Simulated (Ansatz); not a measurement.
The relaxed structure here is a generated cell of MoS2: the first start was made by placing the elements on the sites of a structure type, and the end was not matched to a known phase here, so it may be hypothetical. Known forms of MoS2 include space group No. 160, 194.

One starting cell of MoS₂ (a generated cell, MoS2 placed in the marcasite structure type) was relaxed twice with Ansatz (plane waves, PAW, scalar-relativistic): with r2SCAN at 500 eV and with PBE at 420 eV. The r2SCAN result:

```cif
data_Mo2S4
_chemical_formula_sum 'Mo2 S4'
_space_group_name_H-M_alt 'Pnnm'
_space_group_IT_number 58
_space_group_name_Hall '-P 2 2n'
_cell_length_a 5.25381
_cell_length_b 6.00463
_cell_length_c 3.17429
_cell_angle_alpha 90.000
_cell_angle_beta 90.000
_cell_angle_gamma 90.000
loop_
_atom_site_label
_atom_site_type_symbol
_atom_site_symmetry_multiplicity
_atom_site_Wyckoff_symbol
_atom_site_fract_x
_atom_site_fract_y
_atom_site_fract_z
_atom_site_occupancy
Mo1 Mo 2 a 0.00000 0.00000 0.00000 1
S1 S 4 g 0.19701 0.35880 0.00000 1
```

| quantity | r2SCAN | PBE |
|---|---|---|
| space group | Pnnm | Pnnm |
| volume (Å³/atom) | 16.69 | … |
| a (Å) | 5.254 | … |
| b (Å) | 6.005 | … |
| c (Å) | 3.174 | … |
| gap (eV, no spin-orbit coupling) | 0.00 | … |

### Question
What does PBE give for the same quantities?

### Answer

- volume (Å³/atom), PBE: 16.71
- a (Å), PBE: 5.267
- b (Å), PBE: 6.023
- c (Å), PBE: 3.161
- gap (eV, no spin-orbit coupling), PBE: 0.00

Both levels end in the same structure; PBE's volume is within 0.5 % of r2SCAN's. Neither column is exact.

No spin polarisation in the result.

The run could not lose the symmetry of its start; a randomly shaken copy of 12 atoms returns to this structure.

Ansatz is a first-principles code.
